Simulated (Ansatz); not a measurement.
ScGa3 (Cu3Au type, space group No. 221) under volume change, DFT-r²SCAN in the program Ansatz with PAW potentials, scaled uniformly.

| V (Å³/atom) | E − E(relaxed) (meV/atom) | P (GPa) |
|---|---|---|
| 15.395 | 41.9 | 9.45 |
| 15.902 | 17.8 | 5.87 |
| 16.410 | 4.2 | 2.75 |
| 16.918 | 0.0 | 0.00 |
| 17.425 | 3.8 | -2.34 |
| 17.933 | 14.4 | -4.31 |
| 18.440 | 30.8 | -5.97 |

**Question.** What does a third-order Birch–Murnaghan fit give for V₀, B₀ and B′?

**Answer.** V₀ = 16.92 Å³/atom, B₀ = 83.0 GPa, B′ = 4.0.

Space group Pm-3m (Cu3Au type). The workflow started from an entry of the Crystallography Open Database (COD). Its standing as an ambient phase is unchecked. Symmetry was held in the r²SCAN relaxation; whether a distortion lowers the energy is not shown. No spin polarisation was allowed.

Potentials: the later of the program's two PAW sets.
